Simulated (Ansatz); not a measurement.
Relaxed-ion elastic tensor of SiGe (wurtzite, P6_3mc) in GPa (Voigt order), DFT-LDA in the program Ansatz with PAW potentials; density 4.03 g/cm³, 20.74 Å³ per atom.

```json
[
 {"": "1", "1": "174", "2": "47.6", "3": "30.3", "4": "0.0", "5": "0.0", "6": "0.0"},
 {"": "2", "1": "47.6", "2": "174", "3": "30.3", "4": "0.0", "5": "0.0", "6": "0.0"},
 {"": "3", "1": "30.3", "2": "30.3", "3": "200", "4": "0.0", "5": "0.0", "6": "0.0"},
 {"": "4", "1": "0.0", "2": "0.0", "3": "0.0", "4": "46.6", "5": "0.0", "6": "0.0"},
 {"": "5", "1": "0.0", "2": "0.0", "3": "0.0", "4": "0.0", "5": "46.6", "6": "0.0"},
 {"": "6", "1": "0.0", "2": "0.0", "3": "0.0", "4": "0.0", "5": "0.0", "6": "63.3"}
]
```

Task: Is the crystal mechanically stable?

Result: Yes: the smallest eigenvalue of C is 46.6 GPa.

Task: Work out the Voigt, Reuss and Hill averages.

Result: K_V = 85.0, K_R = 84.9, K_H = 85.0; G_V = 60.6, G_R = 57.8, G_H = 59.2 GPa.

Task: Give Young's modulus, Poisson's ratio, Pugh's ratio and the universal anisotropy index.

Result: E = 9KG/(3K + G) = 144 GPa; ν = 0.22; K/G = 1.43 (brittle by the Pugh limit of 1.75); A_U = 5G_V/G_R + K_V/K_R − 6 = 0.25.

Task: Estimate the sound speeds and the Debye temperature.

Result: v_l = √((K + 4G/3)/ρ) = 6380 m/s, v_t = √(G/ρ) = 3830 m/s, mean 4240 m/s; Θ = (h/k)(3n/4πV)^(1/3) v_m = 459 K.

Task: Solve the Christoffel equation for the three sound speeds along x, y, z.

Result: Eigenvalues of C_ijkl n_j n_l equal ρv² (piezoelectric stiffening left out). In km/s, slowest first: x 3.40, 3.96, 6.58; y 3.40, 3.96, 6.58; z 3.40, 3.40, 7.04.

Task: How much does each axis shrink under pressure?

Result: Linear compressibilities β_i = Σ_j S_ij (j = 1 to 3): x 4.0, y 4.0, z 3.8 per TPa.

The workflow started from a Materials Project entry (that database holds measured and hypothetical structures alike); the Crystallography Open Database copy checked does not list it. Whether it is the stable phase at ambient conditions was not checked. Symmetry was held in the LDA relaxation; of distortions, only those at the zone centre were tested.

Potentials: the later of the program's two PAW sets.
